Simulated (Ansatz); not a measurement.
**Au under strain**

Computed with Ansatz 0.2.0, DFT r2SCAN, scalar-relativistic, plane waves, PAW. Settings: 500 eV cutoff, 16×16×16 k-mesh, Gaussian smearing of 0.10 eV, no spin polarisation.

Starting point, cell and atoms relaxed:

```
Au
1.0
     3.27538    0.00000    0.00000
     0.00000    3.27538    0.00000
     0.00000    0.00000    3.27538
Au
2
Cartesian
  0.0000 0.0000 0.0000
  1.6377 1.6377 1.6377
```

Deformation: uniaxial strain along a, with the lengths of b and c and the atoms relaxed and the angles held, all within the symmetry that the strain leaves. Energies are extrapolated to zero smearing. Stress is positive in compression, on the Cartesian axes of the cell above. The crystal is soft along this strain: near the reference the energy changes by no more than the mesh and smearing resolve. On this cell's mesh the reference holds a stress of up to 0.35 GPa.

Spin–orbit coupling is left out, which can shift energies with elements as heavy as these.

```
strain (%)  ΔE (meV/atom) a (Å) b (Å) c (Å)  σxx (GPa)  σyy (GPa)  σzz (GPa)
      -6.0           -2.2  3.079  3.385  3.385      -0.73       0.00       0.00
      -4.0           -1.1  3.144  3.348  3.348      -0.55       0.01       0.01
      -2.0           -0.4  3.210  3.313  3.313      -0.15       0.01       0.01
      +0.0            0.0  3.275  3.275  3.275       0.35       0.35       0.35
      +2.0           -0.1  3.341  3.247  3.247      -0.13       0.00       0.00
      +4.0            0.2  3.406  3.214  3.214       0.31      -0.01      -0.01
      +6.0           -1.5  3.472  3.181  3.181       0.98      -0.01      -0.01
```

This bcc form isn't the element's structure at ambient conditions.